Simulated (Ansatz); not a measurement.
Li2Pd:
```
Li2Pd
1.0
    4.19031     0.00000     0.00000
   -2.09515     3.62891     0.00000
    0.00000     0.00000     2.67544
Pd Li
1 2
Cartesian
  0.00000   0.00000   0.00000
  0.00000   2.41928   1.33772
  2.09515   1.20964   1.33772
```

Relaxed with PBEsol. Special points in fractions of this cell's reciprocal vectors: Γ (0.000, 0.000, 0.000); M (0.500, 0.000, 0.000); K (0.333, 0.333, 0.000); A (0.000, 0.000, 0.500); L (0.500, 0.000, 0.500); H (0.333, 0.333, 0.500).

Q: List the band energies nearest the Fermi level at these points for DFT-PBEsol with spin–orbit coupling in the program Ansatz with PAW potentials.

A: In eV from the Fermi level; about four levels below and three above (degenerate sets whole), none deeper than 8.9 eV; points with the same levels are listed once.

| k | below | above |
|---|---|---|
| Γ | -1.13 -1.13 -0.93 -0.93 | 4.06 4.06 4.31 4.31 |
| M | -1.17 -1.17 -0.96 -0.96 | 0.78 0.78 7.19 7.19 |
| K | -0.57 -0.57 -0.54 -0.54 | 8.83 8.83 10.79 10.79 |
| A | -2.28 -2.28 -1.95 -1.95 | 0.80 0.80 1.90 1.90 |
| L | -1.76 -1.76 -1.08 -1.08 | 0.69 0.69 1.39 1.39 |
| H | -2.03 -2.03 -1.06 -1.06 | 1.46 1.46 2.24 2.24 |

Space group P6/mmm. The workflow started from an entry of the Crystallography Open Database (COD). Whether it is the stable phase at ambient conditions was not checked. The cell was relaxed with PBEsol under the symmetry of its start. At this level the phase is dynamically unstable (imaginary phonons). The run is not spin-polarised.

Potentials: the later of the program's two PAW sets.
